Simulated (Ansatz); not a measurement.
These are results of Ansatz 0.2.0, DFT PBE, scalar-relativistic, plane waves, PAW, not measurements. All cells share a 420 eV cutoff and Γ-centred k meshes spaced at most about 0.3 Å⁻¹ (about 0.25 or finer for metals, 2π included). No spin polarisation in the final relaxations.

These are static total energies at zero pressure. All come from trial cells, and lower structures may exist.

Question: Which of these relaxed structures of MgSn2N2 is the lowest in energy?
A.

```xyz
5
Lattice="3.5828 0.0000 0.0000 -1.7914 3.1028 0.0000 0.0000 0.0000 8.1731" Properties=species:S:1:pos:R:3 pbc="T T T"
Mg    0.0000    0.0000    0.0000
Sn    1.7914    1.0343    5.5764
Sn    0.0000    2.0686    2.5967
N     1.7914    1.0343    3.1791
N     0.0000    2.0686    4.9940
```

B.

```xyz
5
Lattice="5.6948 0.0000 0.0000 -2.8474 4.9318 0.0000 0.0000 0.0000 5.7132" Properties=species:S:1:pos:R:3 pbc="T T T"
Mg    0.0000    0.0000    0.0000
Sn    0.0000    3.2879    0.0000
Sn    0.0000    3.2879    2.8566
N     2.8474    1.6439    5.1581
N     2.8474    1.6439    0.5552
```

C.

```xyz
5
Lattice="2.0903 1.2069 5.9874 -2.0903 1.2069 5.9874 0.0000 -2.4137 5.9874" Properties=species:S:1:pos:R:3 pbc="T T T"
Mg    0.0000    0.0000    0.0000
Sn    0.0000    0.0000    4.1821
Sn    0.0000    0.0000   13.7800
N     0.0000    0.0000    2.0386
N     0.0000    0.0000   15.9235
```

D.

```xyz
5
Lattice="3.4708 0.0000 0.0000 -1.7354 3.0058 0.0000 0.0000 0.0000 9.1623" Properties=species:S:1:pos:R:3 pbc="T T T"
Mg    0.0000    2.0039    8.7587
Sn    0.0000    2.0039    2.6369
Sn    1.7354    1.0019    5.8212
N     0.0000    2.0039    6.5530
N     1.7354    1.0019    3.7171
```

Answer: D. It has space group P3m1 (No. 156); the next, C, with space group R-3m (No. 166), lies 13 meV/atom higher. Counting N atoms around Mg and Sn (those within 1.25 times the shortest such distance or 1.15 times the sum of covalent radii; a plus sign parts nearer from farther groups; a slash parts the counts of unlike sites), the lowest has Mg 1, Sn 3/4 and the next has Mg 2, Sn 1+3. Even the lowest lies +0.25 eV/atom against the elements.

For metals, differences of a few meV/atom aren't resolved. Cells relaxed within their symmetry can be saddle points. The P3m1 cell of MgSn2N2 came from shaking the P-3m1 one. Some candidate types were left out of the draw beforehand, so a known form may be missing.
